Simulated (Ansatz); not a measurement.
Profile along the Si–Ni line in Ni3Si (Cu3Au type)

Ni3Si (Cu3Au type), conventional cell a = 3.4611 Å, b = 3.4611 Å, c = 3.4611 Å, α = 90.00°, β = 90.00°, γ = 90.00°. The calculation uses the primitive cell of 4 atoms, to which meshes and values per cell refer.

Fields along a shortest Si–Ni line of a {110} plane (2.45 Å), from Si to Ni, interpolated on the slice's grid (step about 0.2 Å). Computed with PBEsol (plane waves to 420 eV, PAW, scalar-relativistic; Ansatz, a quantum-chemistry and plane-wave program). k mesh 13×13×13. Inside the PAW spheres the values are not all-electron values, and peaks at nuclei hang on which shells count as valence. At this level the bands of Ni3Si touch or barely overlap. Ni3Si is run without spin polarisation. Ni3Si was relaxed with its symmetry unable to fall.

```csv
distance from Si (Å),valence electron density (e/Å³),electron localisation function
0.00,0.05,x
0.12,0.06,x
0.25,0.10,x
0.37,0.17,x
0.49,0.26,x
0.61,0.35,0.41
0.74,0.40,0.55
0.86,0.41,0.62
0.98,0.39,0.61
1.10,0.38,0.53
1.23,0.38,0.41
1.35,0.40,0.29
1.47,0.51,0.22
1.59,0.82,0.22
1.72,1.61,0.24
1.84,3.64,0.30
1.96,8.53,x
2.08,18.67,x
2.21,35.07,x
2.33,52.64,x
2.45,60.68,x
```

x: too close to a nucleus for the ELF to mean much.

Density on the Si–Ni line (2.45 Å) at its density minimum, 1.2 Å from Si: 0.38 e/Å³. ELF at that point: 0.5. ELF maximum in the middle third of the Si–Ni line: 0.62, 0.9 Å from Si.
